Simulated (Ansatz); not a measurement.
SiC in space group Pm-3n (No. 223; Si on 6c, C on 6d), a = b = c = 5.357 Å, α = β = γ = 90.00°.

This is the PBE-relaxed structure.

Q: All from the program Ansatz at the PBE level (PAW), unless another level is named. Estimate the band gap.

A: 1.88 eV (indirect).

Q: What about the formation energy from the elements (no fitted shifts)?

A: 2.0 kJ/mol-atom.

Q: Give the hole effective mass, band 1 of 3 at the edge.

A: 4.2 along [100], 4.2 along [110], 0.65 along [111] (mₑ).

Q: What about the weight of the valence-edge state by species (Voronoi cells)?

A: C 77 %, Si 23 %.

Q: Predict the conduction-band minimum.

A: on the Γ–X line, 76 % of the way from Γ (6 equivalent valleys).

The start of the workflow was typed in or built on a structure type; neither database checked (COD, Materials Project) lists it. It is not the phase usual at ambient conditions (space group No. 186, 216). Symmetry was held in the PBE relaxation; its stability against distortions is not shown here. The references are the lowest solids computed at this level, not always the standard phases.

Potentials: the later of the program's two PAW sets.
